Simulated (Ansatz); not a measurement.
## Phonon dispersion of PtSeS$_{4}$

Level of theory: Ansatz, DFT PBE, scalar-relativistic, plane waves, PAW. Cutoff 420 eV, 12×12×2 k-points (Γ-centred), fixed occupations. No spin polarisation. Phonons by linear response, acoustic sum rule imposed.

The cell, relaxed at this level:
```yaml
crystal:
  lattice:
    - [3.57851, 0.00000, 0.00000]
    - [-1.78926, 3.09908, 0.00000]
    - [0.00000, 0.00000, 13.15570]
  atoms:
    - { symbol: Pt, position: [0.00000, 0.00000, 0.50000] }
    - { symbol: Se, position: [0.00000, 0.00000, 0.00000] }
    - { symbol: S, position: [0.66667, 0.33333, 0.59323] }
    - { symbol: S, position: [0.66667, 0.33333, 0.11127] }
    - { symbol: S, position: [0.33333, 0.66667, 0.88873] }
    - { symbol: S, position: [0.33333, 0.66667, 0.40677] }
```

It was reached by relaxing an invented guess, and it needn't be the stable form of this composition. Spin–orbit coupling is left out, which matters for heavy elements. The q mesh is coarse, so values between its points are rough. Modes under 40 cm⁻¹ are poorly fixed. No dispersion correction is applied, so modes and constants that involve weak contacts between layers, chains or molecules come out too soft.

Force constants from linear response on a 2×2×1 q mesh.

Question: Is the structure dynamically stable on the q mesh?

Answer: No: at q = (0.000, -0.500, 0.000) a mode is imaginary, 69i cm⁻¹.

Question: Give the frequencies (cm⁻¹) at the zone-boundary points of high symmetry (interpolated where a point lies off the q mesh).

Answer:
```csv
point,q,frequencies
M,0.500 0.000 0.000,70i 33 102 117 125 130 185 193 214 216 250 266 272 286 308 310 319 337
K,0.333 0.333 0.000,82 88 88 108 160 171 175 175 191 191 243 243 274 274 306 318 319 319
A,0.000 0.000 0.500,≈0 ≈0 ≈0 ≈0 6 9 88 88 235 235 276 287 287 305 305 318 324 337
L,0.500 0.000 0.500,70i 33 102 117 125 130 185 193 214 216 250 266 272 286 308 310 319 337
H,0.333 0.333 0.500,82 88 88 108 160 171 175 175 191 191 243 243 274 274 306 318 319 319
```
